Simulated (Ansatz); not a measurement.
SiC (6H type, space group P6_3mc)

```cif
data_C6Si6
_chemical_formula_sum 'Si6 C6'
_space_group_name_H-M_alt 'P63mc'
_space_group_IT_number 186
_space_group_name_Hall 'P 6c -2c'
_cell_length_a 3.07896
_cell_length_b 3.07896
_cell_length_c 15.10711
_cell_angle_alpha 90.000
_cell_angle_beta 90.000
_cell_angle_gamma 120.000
loop_
_atom_site_label
_atom_site_type_symbol
_atom_site_symmetry_multiplicity
_atom_site_Wyckoff_symbol
_atom_site_fract_x
_atom_site_fract_y
_atom_site_fract_z
_atom_site_occupancy
Si1 Si 2 a 0.00000 0.00000 0.49982 1
Si2 Si 2 b 0.33333 0.66667 0.33310 1
Si3 Si 2 b 0.66667 0.33333 0.16660 1
C1 C 2 a 0.00000 0.00000 0.37447 1
C2 C 2 b 0.33333 0.66667 0.20810 1
C3 C 2 b 0.66667 0.33333 0.04161 1
```

E(V) scan at fixed shape, V₀ the volume above. The atoms relax within the cell's symmetry.

Method: PBEsol (plane waves to 420 eV, PAW, scalar-relativistic; Ansatz, a first-principles code). k mesh 10×10×2 (Γ-centred), Fermi-Dirac smearing 0.05 eV. The energy includes the smearing's −TS. With the shape held, the modulus is that of even scaling; a crystal free to change shape is softer. SiC was relaxed with its symmetry unable to fall. The PAW data are Ansatz's earlier set. ΔE is measured from the relaxed starting cell.

```
V (Å³/atom)  ΔE (meV/atom)
-----------  -------------
9.716                 28.5
9.840                 17.9
9.964                  9.9
10.088                 4.3
10.212                 1.1
10.336                 0.0
10.460                 1.0
10.584                 4.0
10.708                 8.8
10.832                15.3
10.956                23.5
```

Q: What is the fitted pressure derivative B₀′?

A: 3.9.

Q: What bulk modulus at fixed cell shape B₀ follows from a third-order Birch-Murnaghan fit?

A: 222 GPa. Check by three points about V = 10.336 Å³/atom, step 0.124: d²E/dV² ≈ (1.1 − 2·0.0 + 1.0) meV / 0.124² = 0.137 eV/Å⁶, and V·d²E/dV² × 160.2 = 226 GPa.

(A scan under strain: stresses follow from slopes of the energy per volume, elastic moduli from its curvatures.)
